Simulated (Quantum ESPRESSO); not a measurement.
pw.x input (Quantum ESPRESSO 7.5; LDA, PseudoDojo standard norm-conserving files, scalar-relativistic):

```
&CONTROL
  calculation = 'scf'
  pseudo_dir = './pseudo'
  outdir = './out'
  tprnfor = .true.
  tstress = .true.
/
&SYSTEM
  ibrav = 0
  nat = 7
  ntyp = 4
  ecutwfc = 84.0
  ecutrho = 336.0
  occupations = 'smearing'
  smearing = 'fd'
  degauss = 0.002
  nbnd = 30
/
&ELECTRONS
  conv_thr = 7.000000000000001e-10
/
ATOMIC_SPECIES
Li 6.9400 Li.upf
O 15.9990 O.upf
Mo 95.9500 Mo.upf
Cs 132.9055 Cs.upf
CELL_PARAMETERS angstrom
  0.000000000000   4.196030000000   4.196030000000
  4.196030000000   0.000000000000   4.196030000000
  4.196030000000   4.196030000000   0.000000000000
ATOMIC_POSITIONS crystal
Li   0.500000000000   0.500000000000   0.500000000000
O   0.628790000000   0.628790000000   0.113630000000
O   0.628790000000   0.628790000000   0.628790000000
O   0.113630000000   0.628790000000   0.628790000000
O   0.628790000000   0.113630000000   0.628790000000
Mo   0.750000000000   0.750000000000   0.750000000000
Cs   0.250000000000   0.250000000000   0.250000000000
K_POINTS automatic
6 6 6 0 0 0
```

End of the output:

```
     total energy              =    -334.37260853 Ry
     estimated scf accuracy    <       0.00000021 Ry
     total energy              =    -334.37260870 Ry
     estimated scf accuracy    <       0.00000003 Ry
     total energy              =    -334.37260871 Ry
     estimated scf accuracy    <          7.1E-09 Ry
[...]
     the Fermi energy is     4.5314 ev
!    total energy              =    -334.37260871 Ry
     estimated scf accuracy    <          9.5E-11 Ry
     smearing contrib. (-TS)   =       0.00000000 Ry
     internal energy E=F+TS    =    -334.37260871 Ry
     The total energy is F=E-TS. E is the sum of the following terms:
     one-electron contribution =    -237.24352068 Ry
     hartree contribution      =     133.92649968 Ry
     xc contribution           =     -70.13886296 Ry
     ewald contribution        =    -160.91672475 Ry
     convergence has been achieved in  11 iterations
     Forces acting on atoms (cartesian axes, Ry/au):
     atom    1 type  1   force =     0.00000000    0.00000000    0.00000000
     atom    2 type  2   force =    -0.00147848   -0.00147848    0.00147848
     atom    3 type  2   force =     0.00147848    0.00147848    0.00147848
     atom    4 type  2   force =     0.00147848   -0.00147848   -0.00147848
     atom    5 type  2   force =    -0.00147848    0.00147848   -0.00147848
     atom    6 type  3   force =     0.00000000    0.00000000    0.00000000
     atom    7 type  4   force =     0.00000000    0.00000000   -0.00000000
     Total force =     0.005122     Total SCF correction =     0.000002
     Computing stress (Cartesian axis) and pressure
          total   stress  (Ry/bohr**3)                   (kbar)     P=      -20.05
  -0.00013633   0.00000000  -0.00000000          -20.05        0.00       -0.00
   0.00000000  -0.00013633   0.00000000            0.00      -20.05        0.00
  -0.00000000   0.00000000  -0.00013633           -0.00        0.00      -20.05
```
In a gapped system the printed Fermi energy is only some level inside the gap.

Spin-orbit coupling is not included.

Geometry of the Materials Project entry, not relaxed at this level.
